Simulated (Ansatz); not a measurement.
# Relaxing a structure of La

The start is a randomly generated symmetric cell of La (space group No. 69). Cell shape, volume and atoms are optimised at zero target pressure with PBE (plane waves to 420 eV, PAW, scalar-relativistic; Ansatz, a first-principles code). The first steps use a coarse 13×13×13 k-mesh.

The start:
```
CELL_PARAMETERS angstrom
      0.00000     2.77216     5.12615
      1.50594     0.00000     5.12615
      1.50594     2.77216     0.00000
ATOMIC_POSITIONS crystal
  La 0.00000 0.00000 0.00000
```

| Quantity | Result |
|---|---|
| Outcome | The space group goes from Fmmm (No. 69) to I4/mmm (No. 139); the end is AFLOW prototype A_tI2_139_a (A_a), with 1 atom in the primitive cell |
| Energy released | about 1.0 eV/atom |
| Volume change | -13.5 %, from 42.80 to 37.03 Å³/atom |
| Band gap at the end | zero (metallic) |
| Optimiser moves | 18 |

Final values are on a 16×16×16 k-mesh of the relaxed cell. No spin polarisation in the result.

The run could not lose the symmetry of its start: the end is stationary, and may be a saddle point rather than a minimum.

The relaxed structure here is a generated cell of La: the first start was made by a random draw of sites in a space group, and the end was not matched to a known phase here, so it may be hypothetical. Known forms of La include space group No. 194.
